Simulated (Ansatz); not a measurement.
Data:

IrO₂:
Space group P4₂/mnm (No. 136); a = b = 4.4709 Å, c = 3.1544 Å, α = β = γ = 90.00°

```tsv
atom	site	symmetry	x	y	z
Ir	2a	m.mm	0.0000	0.0000	0.0000
O	4f	m.2m	0.3089	0.3089	0.0000
```

This is the PBEsol-relaxed structure.

### Question
All from PBEsol in the plane-wave PAW code Ansatz, unless another level is named. Estimate the electronic character.

### Answer
metallic (no gap).

### Question
What about the formation energy from the elements (no fitted shifts)?

### Answer
-0.84 eV/atom.

### Question
Predict the gap with spin–orbit coupling.

### Answer
none (metallic).

Space group P4_2/mnm (rutile). The PBEsol relaxation kept the symmetry of its start. The run is not spin-polarised. The volume moved by -16 % from the start of the relaxation. The references are the lowest solids computed at this level, not always the standard phases (solids in place of the gases). Spin–orbit coupling is left out wherever it is not named.

Potentials: the later of the program's two PAW sets.
